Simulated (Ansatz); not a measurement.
YNi2P2:
```yaml
crystal:
  lattice:
    - [-1.91410, 1.91410, 4.65265]
    - [1.91410, -1.91410, 4.65265]
    - [1.91410, 1.91410, -4.65265]
  atoms:
    - { symbol: P, position: [0.37637, 0.37637, 0.00000] }
    - { symbol: P, position: [0.62363, 0.62363, 0.00000] }
    - { symbol: Ni, position: [0.75000, 0.25000, 0.50000] }
    - { symbol: Ni, position: [0.25000, 0.75000, 0.50000] }
    - { symbol: Y, position: [0.00000, 0.00000, 0.00000] }
```

Relaxed with PBEsol.

Task: Map the electron localisation function on the plane through (0.376, 0.376, 0.000) spanned by u = [1, 1, 0] and v = [1, 0, 1] in lattice vectors, from plane-wave PAW PBEsol (Ansatz code).

Result: x is the fraction of u, y of v (the angle between them is 90°; rows are the nearest grid lines); atoms in the plane: P at (0.00, 0.00), P at (0.25, 0.00), Ni at (0.87, 0.50), Ni at (0.37, 0.50), Y at (0.62, 0.00).
```
|  :%@@@%.   :**+-:. #@@*-*@@*. .:-+**.  |
|  -%@%@%:   -#*+-:. *@@#*%@@*. .:-+#*:  |
|.:*%%%%%+..-#%*=-:..+@@@@@@@=...:-+#%*-.|
|##%%###%%##%%%*=-::.-#@@@@@#:..::-=*%%%#|
|@@%#*+*#%@@@%*-:::::.=#@@%#-..:::::=*%@@|
|%%#*+=+*%%%#+-:::::-..-=+=:..:-:::::-+%%|
|##*+--=+*#*=:::::::::.......:-::::::::+#|
|=++-:::=++=:::-=--::-..   .:--::--=-:::=|
|-==-:.:-==-::-+*+-::-:....::-:::-+*+-::-|
|:--:...:--::-=*%*=::--:...:--::-=*%*=:::|
|:--:...:--::-=*%*=::--:...:--::-=*%*=:::|
|-==-:.:-==-::-+*+-::-:....::-:::-+*+-::-|
|=++-:::=++=:::-=--::-..   .:--::--=-:::=|
|##*+--=+*#*=:::::::::.......:-::::::::+#|
|%%#*+=+*%%%#+-:::::-..-=+=:..:-:::::-+%%|
|@@%#*+*#%@@@%*-:::::.=#@@%#-..:::::=*%@@|
|##%%###%%##%%%*=-::.-#@@@@@#:..::-=*%%%#|
|.:*%%%%%+:.-#%*=-:..+@@@@@@@=...:-+#%*-.|
|  -%@%@%:   -#*+-:. *@@#*%@@*. .:-+#*:  |
|  :%@@@%.   :**+-:. #@@*-*@@*. .:-+**.  |
```
Scale: ten equal steps from -0.006 (start of ' ') to 0.856 (end of '@'), in the order ' .:-=+*#%@'; x runs from 0.000 to 1.00, y from 0.000 (bottom) to 1.00 (top).

The density is the valence pseudo-density with augmentation charge, so density and ELF within about 1 Å of a nucleus are not all-electron values.

Space group I4/mmm. The workflow started from an entry of the Crystallography Open Database (COD). Its standing as an ambient phase is unchecked. The cell was relaxed with PBEsol under the symmetry of its start; whether a distortion lowers the energy is not shown. The workflow began spin-polarised and lost its moments.

Potentials: the later of the program's two PAW sets.
